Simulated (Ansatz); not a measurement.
Hf2S:
```xyz
6
Lattice="3.3816 0.0000 0.0000 -1.6908 2.9285 0.0000 0.0000 0.0000 11.7391" Properties=species:S:1:pos:R:3 pbc="T T T"
Hf     1.6908     0.9762    10.5605
Hf     0.0000     1.9524     1.1786
Hf     0.0000     1.9524     4.6909
Hf     1.6908     0.9762     7.0481
S      0.0000     0.0000     8.8043
S      0.0000     0.0000     2.9348
```

Relaxed with r²SCAN. Special points in fractions of this cell's reciprocal vectors: Γ (0.000, 0.000, 0.000); M (0.500, 0.000, 0.000); K (0.333, 0.333, 0.000); A (0.000, 0.000, 0.500); L (0.500, 0.000, 0.500); H (0.333, 0.333, 0.500).

List the band energies nearest the Fermi level at these points for r²SCAN in the plane-wave PAW code Ansatz.

In eV from the Fermi level; about four levels below and three above (degenerate sets whole), none deeper than 8.9 eV; points with the same levels are listed once.

```json
[
 {"k": "Γ", "below": "-3.28 -1.99 -0.36 -0.06", "above": "0.38 0.38 0.49 0.49"},
 {"k": "M", "below": "-1.59 -1.57 -1.09 -0.50", "above": "0.82 1.03 2.46"},
 {"k": "K", "below": "-1.42 -1.42 -1.22 -1.22", "above": "0.12 0.12 1.94"},
 {"k": "A", "below": "-3.81 -3.81 -3.81 -3.81 -1.42 -1.42", "above": "0.33 0.33 0.33 0.33"},
 {"k": "L", "below": "-1.99 -1.99 -1.36 -1.36", "above": "0.31 0.31 1.37 1.37"},
 {"k": "H", "below": "-1.53 -1.53 -1.09 -1.09", "above": "0.18 0.18 2.25 2.25"}
]
```

Space group P6_3/mmc. The first step of the workflow began from a Materials Project structure, measured or hypothetical; the Crystallography Open Database copy checked does not list it. Whether it is the stable phase at ambient conditions was not checked. Symmetry was held in the r²SCAN relaxation; whether a distortion lowers the energy is not shown. The run is not spin-polarised. Spin–orbit coupling is left out wherever it is not named.

Potentials: the later of the program's two PAW sets.
